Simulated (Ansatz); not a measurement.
Here is the system:

BaInHO$_{2}$:
Space group P4/mmm (No. 123); a = 4.2840 Å, b = 4.2840 Å, c = 3.8807 Å, α = 90.00°, β = 90.00°, γ = 90.00°

```
atom  site  symmetry       x       y       z
----  ----  --------  ------  ------  ------
Ba      1d     4/mmm  0.5000  0.5000  0.5000
In      1a     4/mmm  0.0000  0.0000  0.0000
O       2f      mmm.  0.0000  0.5000  0.0000
H       1b     4/mmm  0.0000  0.0000  0.5000
```

This is the PBEsol-relaxed structure.

Task: All from PBEsol in the plane-wave PAW code Ansatz, unless another level is named. Predict the Young's modulus.

Result: 153 GPa.

Task: Predict the highest zone-centre frequency (without LO–TO term).

Result: 1479 cm⁻¹.

The start of the workflow was typed in or built on a structure type; neither database checked (COD, Materials Project) lists it. Whether it is the stable phase at ambient conditions was not checked. Symmetry was held in the PBEsol relaxation. At this level the phase is dynamically unstable (imaginary phonons). Scalar-relativistic: spin–orbit coupling is off unless named, which matters more the heavier the elements.

Potentials: the earlier of the program's two PAW sets. The files were generated under PBE; for other functionals the program regenerates the frozen cores, and for LDA and PBEsol the local potential too.
